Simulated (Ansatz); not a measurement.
Guessed and relaxed cells of ZrWN₂

The cell of ZrWN₂ is invented: ordered mixture on the cation sites of tungsten carbide (P-6m2, No. 187) (occupants of the shared sites, in ratio, W: 1, Zr: 1). Its size is a rough estimate.

start.cif

```cif
data_structure
_symmetry_space_group_name_H-M 'P-6m2'
_symmetry_Int_Tables_number 187
_cell_length_a 2.9794
_cell_length_b 2.9794
_cell_length_c 5.8396
_cell_angle_alpha 90.000
_cell_angle_beta 90.000
_cell_angle_gamma 120.000
_cell_volume 44.89
loop_
_atom_site_label
_atom_site_type_symbol
_atom_site_symmetry_multiplicity
_atom_site_Wyckoff_symbol
_atom_site_fract_x
_atom_site_fract_y
_atom_site_fract_z
_atom_site_occupancy
Zr1 Zr 1 b 0.00000 0.00000 0.50000 1
W1 W 1 a 0.00000 0.00000 0.00000 1
N1 N 2 h 0.33333 0.66667 0.25000 1
```

Theory: Ansatz, DFT PBE, scalar-relativistic, plane waves, PAW. Cutoff 420 eV, Gaussian smearing, Γ-centred meshes. Cell and atoms relax first on a coarse mesh and then on a finer one. In between, the cell is made exact in the group found at 0.06 Å. In metals the finer mesh still leaves noise of several meV/atom or more. The steps can't lower the symmetry of their start. No spin polarisation.

end.cif

```cif
data_structure
_symmetry_space_group_name_H-M 'P-6m2'
_symmetry_Int_Tables_number 187
_cell_length_a 2.9552
_cell_length_b 2.9552
_cell_length_c 5.9564
_cell_angle_alpha 90.000
_cell_angle_beta 90.000
_cell_angle_gamma 120.000
_cell_volume 45.05
loop_
_atom_site_label
_atom_site_type_symbol
_atom_site_symmetry_multiplicity
_atom_site_Wyckoff_symbol
_atom_site_fract_x
_atom_site_fract_y
_atom_site_fract_z
_atom_site_occupancy
Zr1 Zr 1 b 0.00000 0.00000 0.50000 1
W1 W 1 a 0.00000 0.00000 0.00000 1
N1 N 2 h 0.33333 0.66667 0.22140 1
```

The symmetry stays P-6m2 (No. 187). The volume per atom stays near 11.3 Å³. The shortest distance goes from 2.26 Å (W–N and Zr–N) to 2.16 Å (W–N). The energy falls by about 0.10 eV/atom (the start's value is from the coarse mesh).

- Volume per atom: 11.26 Å³
- Density: 11.17 g/cm³
- Formation energy: −0.87 eV/atom
- Gap on the 18×18×8 mesh of the 4-atom cell: 0 eV (a metal)

The zero of energy is the elements' standard structures at the same level (N₂ as a molecule); no fitted shifts are applied. A negative formation energy is needed for stability but isn't enough: competing phases decide.

The last run used Gaussian smearing of 0.10 eV. These runs have no spin–orbit coupling, which can matter for W. A structure relaxed within its symmetry needn't be a true minimum. In all, the 3 runs took 100 s on 1 thread of Arm Neoverse V2, with other jobs on the host.
